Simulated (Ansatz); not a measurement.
MoS2:
```
CELL_PARAMETERS angstrom
      3.17222     0.00000     0.00000
     -1.58611     2.74722     0.00000
      0.00000     0.00000     6.86884
ATOMIC_POSITIONS crystal
  Mo 0.00000 0.00000 0.00000
  S  0.33333 0.66667 0.22629
  S  0.33333 0.66667 0.77371
```

Relaxed with r²SCAN+D4. Special points in fractions of this cell's reciprocal vectors: Γ (0.000, 0.000, 0.000); M (0.500, 0.000, 0.000); K (0.333, 0.333, 0.000); A (0.000, 0.000, 0.500); L (0.500, 0.000, 0.500); H (0.333, 0.333, 0.500).

Question: List the band energies nearest the valence-band maximum at these points for the program Ansatz at the r²SCAN+D4 level (PAW).

Answer: In eV from the valence-band maximum; about four levels below and three above (degenerate sets whole), none deeper than 8.9 eV; points with the same levels are listed once.

| k | below | above |
|---|---|---|
| Γ | -2.05 -2.05 -1.70 -0.74 | 2.57 2.57 2.77 2.77 |
| M | -3.79 -2.12 -1.53 -1.22 | 1.98 2.44 4.04 |
| K | -4.35 -3.39 -2.44 -0.47 | 1.35 3.07 3.20 |
| A | -2.87 -2.06 -2.06 0.00 | 2.53 2.53 2.83 2.83 |
| L | -3.81 -2.72 -1.49 -0.93 | 2.00 2.57 3.53 |
| H | -3.97 -3.52 -2.98 -0.42 | 1.36 2.65 3.58 |

Space group P-6m2. The first step of the workflow began from a Materials Project structure, measured or hypothetical; the Crystallography Open Database copy checked does not list it. It is not the phase usual at ambient conditions (space group No. 160, 194). The cell keeps a stress of up to 0.2 GPa. Symmetry was held in the r²SCAN+D4 relaxation; its stability against distortions is not shown here. The run is not spin-polarised. Scalar-relativistic: spin–orbit coupling is off unless named, which matters more the heavier the elements.

Potentials: the later of the program's two PAW sets.
